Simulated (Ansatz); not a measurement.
# Computed scan of one atom of the cell: MgO (rock salt)

Starting cell, MgO (rock salt):

```
CELL_PARAMETERS angstrom
      0.00000     4.25375     4.25375
      2.12687     0.00000     2.12687
      2.12687     2.12687     0.00000
ATOMIC_POSITIONS crystal
  O  0.00000 0.00000 0.00000
  O  0.50000 0.00000 0.00000
  Mg 0.25000 0.50000 0.50000
  Mg 0.75000 0.50000 0.50000
```

Scan: atom 3 (Mg, nearest neighbour O at 2.127 Å; its periodic images, 3.0 Å or more away, move with it) is displaced along Cartesian [111], direction (0.577, 0.577, 0.577) in Cartesian axes, by s. The other atoms stay.

All values below come from PBE (plane waves to 420 eV, PAW, scalar-relativistic; Ansatz, a first-principles code). k mesh 11×11×11 (Γ-centred), Fermi-Dirac smearing 0.05 eV. The energy includes the smearing's −TS. Stress and pressure are positive under compression. F∥ is the force on the atom along that direction. F⊥ is the part of the force across the line. MgO was relaxed with its symmetry unable to fall. ΔE is measured from the undisplaced structure.

```tsv
s (Å)	ΔE (meV/cell)	|F⊥| (eV/Å)	P (GPa)	F∥ (eV/Å)
-0.430	585	1.346	7.85	2.678
-0.344	376	1.057	5.15	2.172
-0.258	212	0.781	2.95	1.640
-0.172	94	0.515	1.33	1.096
-0.086	24	0.256	0.34	0.549
0.000	0	0.000	0.01	0.000
0.086	24	0.256	0.34	-0.549
0.172	94	0.515	1.33	-1.096
0.258	212	0.781	2.95	-1.640
0.344	376	1.057	5.15	-2.172
0.430	585	1.346	7.85	-2.678
```

What the scan shows:

* **Energy at s = 0.430 Å**: 585 meV/cell
* **Force along the line at s = -0.430 Å**: 2.68 eV/Å
* **Symmetry of the curve**: even: the same for both signs
* **Shape of the curve**: a single well with its minimum at or next to zero displacement
* **Force constant k = d²E/ds² at s = 0 (finite differences)**: 6.38 eV/Å²
* **Harmonic estimate at the end of the scan**: ½ks² = 590 meV/cell against the computed 585 meV/cell, so the well is close to harmonic there

(For displaced atoms, the force is minus the slope of the energy, and its curvature is a force constant, which sets phonon frequencies.)
